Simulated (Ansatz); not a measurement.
## LuBi₂BrF₄: reading a single point

```yaml
crystal:
  lattice:
    - [3.96498, 0.00000, 0.00000]
    - [0.00000, 3.96498, 0.00000]
    - [0.00000, 0.00000, 9.41487]
  atoms:
    - { symbol: Lu, position: [0.00000, 0.00000, 0.00000] }
    - { symbol: Bi, position: [0.50000, 0.50000, 0.72930] }
    - { symbol: Bi, position: [0.50000, 0.50000, 0.27070] }
    - { symbol: F, position: [0.50000, 0.00000, 0.85400] }
    - { symbol: F, position: [0.00000, 0.50000, 0.85400] }
    - { symbol: F, position: [0.50000, 0.00000, 0.14600] }
    - { symbol: F, position: [0.00000, 0.50000, 0.14600] }
    - { symbol: Br, position: [0.00000, 0.00000, 0.50000] }
```

Level: PBE, no spin polarisation; 420 eV; 9×9×4 Γ-centred mesh; gaussian occupations (width 0.2255 eV); Ansatz 0.2.0, fixed geometry.

Stress: The pressure is 13.0 GPa (compression positive), so with the atoms held at these fractions the cell would first expand; the forces are large, so a full relaxation may end otherwise. The principal stresses 9.1, 14.9, 14.9 GPa differ, so its shape would change too.
Electronic structure: It is a metal, with about 5 states/eV a cell as the mean within 0.25 eV of the Fermi level, mostly Bi p (61 %) and Lu d (17 %).
Formation energy: -1.47 eV an atom against the elements' usual phases (free molecules for gases, crystals otherwise, with no correction for O₂ or N₂), so it is bound against them; other compounds may still compete. Relaxing would lower it.
Forces: The largest is on Bi2 (and as large on other atoms): 4.42 eV/Å, components (0.00, 0.00, -4.42). It makes 121° with the line to a nearest neighbour, F4 at 2.30 Å.

Origin: a known structure type with other elements, at an estimated volume, so it need not be a known compound. Caveats: many states at the Fermi level without spin polarisation, so a magnetic state may lie lower; atoms or cell far from equilibrium; wide smearing.
